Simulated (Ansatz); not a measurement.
BP (CsCl type, Pm-3m) under volume change, PBE (plane waves, PAW; program Ansatz), scaled uniformly.

```tsv
V (Å³/atom)	E − E(relaxed) (meV/atom)	P (GPa)
9.098	39.6	15.18
9.398	16.8	9.39
9.698	4.0	4.37
9.998	0.0	0.00
10.298	3.6	-3.79
10.597	13.8	-6.93
10.897	29.3	-9.53
```

Problem. What does a third-order Birch–Murnaghan fit give for V₀, B₀ and B′?

Solution. V₀ = 10.00 Å³/atom, B₀ = 133 GPa, B′ = 4.1.

A made-up cell: these elements were put on the sites of a structure type; neither database checked (COD, Materials Project) lists it. It is not the phase usual at ambient conditions (space group No. 216). Symmetry was held in the PBE relaxation; its stability against distortions is not shown here.

Potentials: the later of the program's two PAW sets.
